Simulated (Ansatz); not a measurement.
**ZrV2 (Fd-3m): electronic heat capacity from the density of states**

Computed with DFT r2SCAN, scalar-relativistic, plane waves, PAW (Ansatz 0.2.0).

Plane waves to 500 eV, a k mesh through Γ of 8×8×8 on the computed 6-atom cell and Gaussian smearing (0.10 eV); collinear spin from starting moments -0.22 -0.22 1.01 1.01 1.01 1.01 μB.

Relaxed cell: Fd-3m, a = 7.441 Å, b = 7.441 Å, c = 7.441 Å, α = 90.00°, β = 90.00°, γ = 90.00°, 6 atoms in the primitive cell. Whether it is the stable form of this composition wasn't checked.

The density of states at the Fermi level is 5.587 states/eV in the cell of 6 atoms (2 formula units; both spins, tetrahedra on a 12×12×12 mesh). The run ends with a moment of 4.09 μB a cell (largest on a site 0.92 μB), and the figure is for this state; a paramagnetic sample can have a quite different one. Another magnetic order, if the compound takes it, can change N(E_F) and the shape of the cell a good deal.

Question: What Sommerfeld coefficient does this give?

Answer: Per formula unit N(E_F) = 2.794 states/eV. γ = (π²/3) k_B² N(E_F) N_A = 2.357 mJ/(mol K²) per state/eV, so γ = 6.6 mJ/(mol K²), a mole of formula units. This is the bare band result: a measured γ of the same phase and magnetic order is as a rule larger by a factor 1 + λ from phonons and spin fluctuations. N(E_F) at one energy is sensitive to the mesh where the density of states has sharp peaks.

The state reached may not be the lowest one.

Only this magnetic start was tried.

Cost: 1 run of about 3 core-minutes, on Arm Neoverse V2 (shared hosts).